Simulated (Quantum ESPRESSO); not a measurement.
pw.x input (Quantum ESPRESSO 7.5; PBEsol, PseudoDojo standard norm-conserving files, scalar-relativistic):

```
&CONTROL
  calculation = 'scf'
  pseudo_dir = './pseudo'
  outdir = './out'
  tprnfor = .true.
  tstress = .true.
/
&SYSTEM
  ibrav = 0
  nat = 4
  ntyp = 2
  ecutwfc = 82.0
  ecutrho = 328.0
  occupations = 'smearing'
  smearing = 'fd'
  degauss = 0.002
  nbnd = 31
/
&ELECTRONS
  conv_thr = 4e-10
/
ATOMIC_SPECIES
Cl 35.4500 Cl.upf
Ag 107.8682 Ag.upf
CELL_PARAMETERS angstrom
  1.847133853000  -5.432617657000   0.000000000000
  1.847133853000   5.432617657000   0.000000000000
  0.000000000000   0.000000000000   3.844994980000
ATOMIC_POSITIONS crystal
Cl   0.864521305700   0.135478694300   0.250000000000
Cl   0.135478694300   0.864521305700   0.750000000000
Ag   0.398641456400   0.601358543600   0.750000000000
Ag   0.601358543600   0.398641456400   0.250000000000
K_POINTS automatic
8 8 8 0 0 0
```

End of the output:

```
     total energy              =    -685.13237838 Ry
     estimated scf accuracy    <       0.00000018 Ry
     total energy              =    -685.13237841 Ry
     estimated scf accuracy    <          3.7E-09 Ry
     total energy              =    -685.13237841 Ry
     estimated scf accuracy    <          7.4E-10 Ry
[...]
     the Fermi energy is     9.8264 ev
!    total energy              =    -685.13237841 Ry
     estimated scf accuracy    <          9.0E-11 Ry
     smearing contrib. (-TS)   =      -0.00000060 Ry
     internal energy E=F+TS    =    -685.13237781 Ry
     The total energy is F=E-TS. E is the sum of the following terms:
     one-electron contribution =    -350.27839274 Ry
     hartree contribution      =     197.48360781 Ry
     xc contribution           =    -109.85749078 Ry
     ewald contribution        =    -422.48010211 Ry
     convergence has been achieved in  10 iterations
     Forces acting on atoms (cartesian axes, Ry/au):
     atom    1 type  1   force =     0.00000000   -0.00002300    0.00000000
     atom    2 type  1   force =     0.00000000    0.00002300    0.00000000
     atom    3 type  2   force =     0.00000000   -0.00007641    0.00000000
     atom    4 type  2   force =     0.00000000    0.00007641    0.00000000
     Total force =     0.000113     Total SCF correction =     0.000031
     SCF correction compared to forces is large: reduce conv_thr to get better values
     Computing stress (Cartesian axis) and pressure
          total   stress  (Ry/bohr**3)                   (kbar)     P=       -0.62
  -0.00000544   0.00000000   0.00000000           -0.80        0.00        0.00
   0.00000000  -0.00000286   0.00000000            0.00       -0.42        0.00
   0.00000000   0.00000000  -0.00000432            0.00        0.00       -0.63
```
In a gapped system the printed Fermi energy is only some level inside the gap.

Spin-orbit coupling is not included.

Geometry relaxed with PBEsol.
